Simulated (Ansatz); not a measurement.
Input and command of a plane-wave DFT calculation in Ansatz:

```yaml
crystal:
  lattice:
    - [6.8399558542, 0.0, 0.0]
    - [-3.4199779271, 5.9235755305, 0.0]
    - [0.0, 0.0, 4.4059662725]
  atoms:
    - { symbol: Tl, position: [0.3333333333, 0.6666666667, 0.25] }
    - { symbol: Tl, position: [0.6666666667, 0.3333333333, 0.75] }
    - { symbol: Si, position: [0.8778690897, 0.7557381794, 0.25] }
    - { symbol: Si, position: [0.1221309103, 0.8778690897, 0.75] }
    - { symbol: Si, position: [0.2442618206, 0.1221309103, 0.25] }
    - { symbol: Si, position: [0.1221309103, 0.2442618206, 0.75] }
    - { symbol: Si, position: [0.8778690897, 0.1221309103, 0.25] }
    - { symbol: Si, position: [0.7557381794, 0.8778690897, 0.75] }
basis:
  ecutwfc: 420
kpoints:
  mp_grid: { grid: [6, 6, 8] }
hamiltonian:
  xc: pbe
scf:
  occupations: { method: gaussian, width: 0.1 }
output:
  forces: true
  stress: true
  eigenvalues: true
relax:
  adjacent_minimum: "off"
  f_tol: 0.01
  max_steps: 80
  cell: { stress_tol: 0.05 }
```

```bash
ansatz run input.yaml --threads 1 --pin off --max-ram 2560MiB --backend cpu --events-out ev --progress --plain --runs-dir out
```

Processor: Arm Neoverse V2, 1 thread, on a host shared with other jobs.

Task: How long does it run, and how much memory does it take?

Result: About 110 s on 1 thread of Arm Neoverse V2 (shared host), peak memory 0.49 GiB. It solves 33 bands at 35 k points (the mesh reduced by the symmetry that the task leaves, which can be less than the crystal's) with about 3513 plane waves (on the last cell), in 54 SCF iterations over 9 ionic steps.
